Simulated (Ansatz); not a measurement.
Cu (fcc, Cu type), conventional cell a = b = c = 3.5638 Å, α = β = γ = 90.00°. The calculation uses the primitive cell of 1 atom, to which meshes and values per cell refer.

Grid over V/V₀ and (c/a)/(c/a)₀, subscript 0 meaning the relaxed cell; the conventional c axis lies along z; no internal relaxation.

Method: PBEsol (plane waves to 420 eV, PAW, scalar-relativistic; Ansatz, a quantum-chemistry and plane-wave program). k mesh 22×22×22 (Γ-centred), Fermi-Dirac smearing 0.05 eV. Stress and pressure are positive under compression. With partly filled bands, the response to shear is sensitive to the k mesh, so small differences along c/a are uncertain. Cu is run without spin polarisation. Cu was relaxed with its symmetry unable to fall. The last digit holds for this mesh only.

Changes of σzz (GPa) from the point V/V₀ = 1.000, (c/a)/(c/a)₀ = 1.000 when one coordinate moves alone (two changes are said to add if the coupling is within 5 % of the smaller one, nearly so within 20 %):

| point | change |
|---|---|
| V/V₀ = 1.000, (c/a)/(c/a)₀ = 0.960 | 1.59 |
| V/V₀ = 1.000, (c/a)/(c/a)₀ = 0.980 | 0.84 |
| V/V₀ = 0.960, (c/a)/(c/a)₀ = 1.000 | 7.62 |
| V/V₀ = 0.980, (c/a)/(c/a)₀ = 1.000 | 3.58 |
| V/V₀ = 1.020, (c/a)/(c/a)₀ = 1.000 | -3.18 |
| V/V₀ = 1.040, (c/a)/(c/a)₀ = 1.000 | -5.99 |
| V/V₀ = 1.000, (c/a)/(c/a)₀ = 1.020 | -0.90 |
| V/V₀ = 1.000, (c/a)/(c/a)₀ = 1.040 | -1.83 |

Question: What is the change at V/V₀ = 0.960, (c/a)/(c/a)₀ = 0.960, where both move, and how far is it from the sum?

Answer: The sum of the single changes is 7.62 + (1.59) = 9.21; the calculation gives 9.37, so the coupling contributes 0.16 (under 20 % of the smaller single change, nearly additive).

Question: Do the two effects add at V/V₀ = 1.020, (c/a)/(c/a)₀ = 0.960? Give the computed change.

Answer: The sum of the single changes is -3.18 + (1.59) = -1.59; the calculation gives -1.66, so they add (within 5 % of the smaller single change).

(A scan under strain: stresses follow from slopes of the energy per volume, elastic moduli from its curvatures.)
